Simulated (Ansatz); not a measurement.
**Tl (simple cubic): energy against volume**

Theory: DFT, BLYP, plane waves (420 eV) with PAW, scalar-relativistic in Ansatz 0.2.0. The PAW files were generated under PBE, with cores re-solved for the functional.

The cell is scaled uniformly from the relaxed one, with fractional coordinates and shape fixed. Energies are extrapolated to zero smearing, pressures are those at the given smearing. Magnetic state: spin not included.

A Birch-Murnaghan fit gives V₀ = 38.62 Å³/atom, B₀ = 15.7 GPa, B₀′ = 5.2.

(1) What are the energy above the minimum and the pressure at 40.197 Å³/atom?

(2) What are the energy above the minimum and the pressure at 41.743 Å³/atom?

(3) What are the energy above the minimum and the pressure at 43.289 Å³/atom?

Answers

(1) 2.9 meV/atom and -0.51 GPa as computed.

(2) 10.5 meV/atom and -0.94 GPa as computed.

(3) 21.8 meV/atom and -1.27 GPa as computed.
